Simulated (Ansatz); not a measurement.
Relaxed SiC (wurtzite):

```yaml
crystal:
  lattice:
    - [3.07590, 0.00000, 0.00000]
    - [-1.53795, 2.66381, 0.00000]
    - [0.00000, 0.00000, 5.04769]
  atoms:
    - { symbol: Si, position: [0.66667, 0.33333, 0.00051] }
    - { symbol: Si, position: [0.33333, 0.66667, 0.50051] }
    - { symbol: C, position: [0.66667, 0.33333, 0.62469] }
    - { symbol: C, position: [0.33333, 0.66667, 0.12469] }
```

Scan: atom 1 (Si, nearest neighbour C at 1.883 Å; its periodic images, 3.1 Å or more away, move with it) is displaced along Cartesian [111], direction (0.577, 0.577, 0.577) in Cartesian axes, by s. The other atoms stay.

Level of theory: PBEsol (plane waves to 420 eV, PAW, scalar-relativistic; Ansatz, a first-principles code). k mesh 10×10×5 (Γ-centred), Fermi-Dirac smearing 0.05 eV. E stands for the smeared free energy. SiC was relaxed with its symmetry unable to fall. ΔE is measured from the undisplaced structure.

```tsv
s (Å)	ΔE (meV/cell)
-0.380	1259
-0.304	845
-0.228	499
-0.152	233
-0.076	61
0.000	0
0.076	68
0.152	287
0.228	withheld
0.304	1303
0.380	2184
```

Fit a polynomial form (powers 2, 3, 4) to the given rows and predict ΔE at s = 0.228.

Least squares on the 10 given rows: ΔE = (11150)·s² + (8362)·s³ + (5333)·s⁴, in meV/cell with s in Å; root-mean-square residual 3.7 meV/cell. At 0.228 the fit gives 693 meV/cell; the calculation gives 687 meV/cell, so the interpolation is off by 6 (+0.9 %). The quadratic term alone would give 580 meV/cell.

(A displaced cell: forces are minus the slopes of the energy, force constants its curvatures, and phonons follow from these.)
